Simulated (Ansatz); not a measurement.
Relaxed-ion elastic tensor of BAs in space group P6_222 (No. 180; B on 3d, As on 3c) in GPa (Voigt order), plane-wave PAW PBEsol (Ansatz code); density 5.67 g/cm³, 12.56 Å³ per atom.

|  | 1 | 2 | 3 | 4 | 5 | 6 |
|---|---|---|---|---|---|---|
| 1 | 335 | 39.8 | 65.6 | 0.0 | 0.0 | 0.0 |
| 2 | 39.8 | 335 | 65.6 | 0.0 | 0.0 | 0.0 |
| 3 | 65.6 | 65.6 | 313 | 0.0 | 0.0 | 0.0 |
| 4 | 0.0 | 0.0 | 0.0 | 169 | 0.0 | 0.0 |
| 5 | 0.0 | 0.0 | 0.0 | 0.0 | 169 | 0.0 |
| 6 | 0.0 | 0.0 | 0.0 | 0.0 | 0.0 | 148 |

Is the crystal mechanically stable?

Yes: the smallest eigenvalue of C is 148 GPa.

Work out the Voigt, Reuss and Hill averages.

K_V = 147, K_R = 147, K_H = 147; G_V = 151, G_R = 149, G_H = 150 GPa.

Give Young's modulus, Poisson's ratio, Pugh's ratio and the universal anisotropy index.

E = 9KG/(3K + G) = 336 GPa; ν = 0.12; K/G = 0.98 (brittle by the Pugh limit of 1.75); A_U = 5G_V/G_R + K_V/K_R − 6 = 0.07.

Estimate the sound speeds and the Debye temperature.

v_l = √((K + 4G/3)/ρ) = 7830 m/s, v_t = √(G/ρ) = 5150 m/s, mean 5640 m/s; Θ = (h/k)(3n/4πV)^(1/3) v_m = 722 K.

Solve the Christoffel equation for the three sound speeds along x, y, z.

Eigenvalues of C_ijkl n_j n_l equal ρv² (piezoelectric stiffening left out). In km/s, slowest first: x 5.10, 5.45, 7.69; y 5.10, 5.45, 7.69; z 5.45, 5.45, 7.43.

How much does each axis shrink under pressure?

Linear compressibilities β_i = Σ_j S_ij (j = 1 to 3): x 2.3, y 2.3, z 2.2 per TPa.

The start of the workflow was typed in or built on a structure type; neither database checked (COD, Materials Project) lists it. It is not the phase usual at ambient conditions (space group No. 216). The cell was relaxed with PBEsol under the symmetry of its start; its stability against distortions is not shown here. Its formation energy is positive at this level, so the cell may be metastable or incomplete.

Potentials: the earlier of the program's two PAW sets. The files were generated under PBE; for other functionals the program regenerates the frozen cores, and for LDA and PBEsol the local potential too.
